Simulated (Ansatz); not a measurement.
Level of theory: DFT PBE, scalar-relativistic, plane waves, PAW (Ansatz). All cells share a 420 eV cutoff and Γ-centred k meshes spaced about 0.3 Å⁻¹ or finer (0.25 for metals, 2π included). No spin polarisation.

Temperature and zero-point effects are left out.

Two relaxed structures of Si₄BN₃:

1.

Space group Pmn2_1 (No. 31). a = 5.873 Å, b = 7.216 Å, c = 5.057 Å, α = 90.00°, β = 90.00°, γ = 90.00°
```csv
atom,site,symmetry,x,y,z
Si,2a,m..,0.0000,0.0912,0.8757
Si,2a,m..,0.0000,0.8544,0.3911
Si,4b,1,0.7037,0.7330,0.8556
B,2a,m..,0.0000,0.8187,0.0050
N,2a,m..,0.5000,0.9059,0.0115
N,4b,1,0.2684,0.7860,0.5127
```

2.

Space group P3m1 (No. 156). a = 2.741 Å, b = 2.741 Å, c = 16.559 Å, α = 90.00°, β = 90.00°, γ = 120.00°
| atom | site | symmetry | x | y | z |
| --- | --- | --- | --- | --- | --- |
| Si | 1c | 3m. | 0.6667 | 0.3333 | 0.4835 |
| Si | 1c | 3m. | 0.6667 | 0.3333 | 0.3370 |
| Si | 1b | 3m. | 0.3333 | 0.6667 | 0.0550 |
| Si | 1b | 3m. | 0.3333 | 0.6667 | 0.2016 |
| B | 1a | 3m. | 0.0000 | 0.0000 | 0.7712 |
| N | 1b | 3m. | 0.3333 | 0.6667 | 0.7712 |
| N | 1a | 3m. | 0.0000 | 0.0000 | 0.5222 |
| N | 1a | 3m. | 0.0000 | 0.0000 | 0.0163 |

Question: Which is lower in energy, and by how much?

Answer: They are level within the accuracy (2 meV/atom apart, with cell 2 the lower in these runs). Cell 1 has space group Pmn2_1 (No. 31), 13.4 Å³/atom and a gap of 0.85 eV on its mesh; cell 2 has space group P3m1 (No. 156), 13.5 Å³/atom and no gap. The shortest distance is 1.76 Å (Si–N) in cell 1 and 1.58 Å (B–N) in cell 2. Cell 1 and cell 2 both hold Si–Si pairs. In cell 1, around Si on a site of symmetry m lie 3 N at 1.77–1.84 Å and 1 B at 2.07 Å; B is surrounded by 4 Si at 1.97–2.07 Å; N on a site of symmetry m is surrounded by 4 Si at 1.83–1.90 Å; 3 more sites not described. In cell 2, Si on its first site has 3 N at 1.71 Å and 1 Si at 2.43 Å; B is surrounded by 3 N at 1.58 Å; N on its first site has 3 B at 1.58 Å; 5 more sites not described. Both come from trial cells of a structure search, whose lowest cell (P1, 13.8 Å³/atom) lies 66 meV/atom below the lower of the two.

For metals, differences of a few meV/atom aren't resolved. Weakly bound directions are ill-defined at this level, which has no dispersion term (Pmn2_1, P3m1), and this can change margins and order among such cells. Kohn–Sham gaps at this level usually fall short of measured ones. Trial moments fell under 0.15 μB along the way in P3m1; another start might hold them. With atoms moved at random, cell 2 (by 66 meV/atom) fell into a lower structure and cell 1 came back. Some candidate types were left out of the draw beforehand, so a known form may be missing.
